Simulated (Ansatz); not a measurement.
ZrTi2C3: rattling a relaxed structure

It was reached by relaxing an invented guess, and it needn't be the stable form of this composition.

The calculation used Ansatz, DFT PBE, scalar-relativistic, plane waves, PAW. Cutoff 420 eV; k points 16×16×16 on the computed 6-atom cell (Γ-centred); Gaussian smearing, width 0.10 eV; no spin polarisation.

The cell below (6 atoms, space group I4/mmm (No. 139)) is relaxed within its symmetry.

```xyz
6
Lattice="-1.5878 1.5878 6.6866 1.5878 -1.5878 6.6866 1.5878 1.5878 -6.6866" Properties=species:S:1:pos:R:3 pbc="T T T"
Zr    0.0000    0.0000    0.0000
Ti    0.0000    0.0000    8.9662
Ti    0.0000    0.0000    4.4070
C     0.0000    0.0000   11.0719
C     0.0000    0.0000    6.6866
C     0.0000    0.0000    2.3014
```

For the test a repeat of it with 12 atoms (edges 3.18, 6.35, 7.05 Å) was strained at random (σ = 1.5 % a component), the atoms were moved at random (σ = 0.10 Å), and all was relaxed again on a coarse 8×4×8 mesh (in the run’s order of axes) with 0.20 eV smearing, with no symmetry imposed.

**Question.** What happens?

**Answer.** It returns, within 1 meV/atom of the unmoved cell on that mesh and with the same symmetry when read at 0.1 Å. So it is stable against the distortions that fit this cell and that this random move excites. Modes that don't fit the cell aren't tested.
